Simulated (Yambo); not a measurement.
G0W0@PBEsol for BeSe (zinc blende, space group F-43m, No. 216) in Yambo. Reference settings: 6×6×6 Γ-centred k mesh, bands 7 to 79 and a 10 Ry block in the screening, 79 bands in G with the Bruneval-Gonze terminator, plasmon pole fitted at 27.2 eV. The PBEsol gap Γ → X on this mesh is 2.47 eV; G0W0 gaps are taken between the same points.

The settings were changed. The gap went from 4.42 eV to 4.26 eV, and the shift of the valence edge from -1.53 eV to -1.06 eV.

Name the change that produced these shifts.
A. wavefunctions cut at 25 Ry
B. 29 bands in G
C. 29 bands in G, no terminator
D. no terminator

C, 29 bands in G, no terminator. The others gave (gap, valence shift): no terminator: 4.38, -1.45 eV; 29 bands in G: 4.42, -1.49 eV; wavefunctions cut at 25 Ry: 4.36, -1.39 eV.

The standard potential for Se keeps a d shell in the valence without the s and p states of that shell. In tests on such compounds this moved G0W0 gaps by up to about 0.9 eV, so absolute quasiparticle energies here are unreliable; differences between settings are what counts.

Spin-orbit coupling is not included.

Geometry relaxed with PBEsol; primitive cell a = 3.6276 Å, b = 3.6276 Å, c = 3.6276 Å, α = 60.00°, β = 60.00°, γ = 60.00°.

A shift is the quasiparticle energy of the state minus its PBEsol energy.
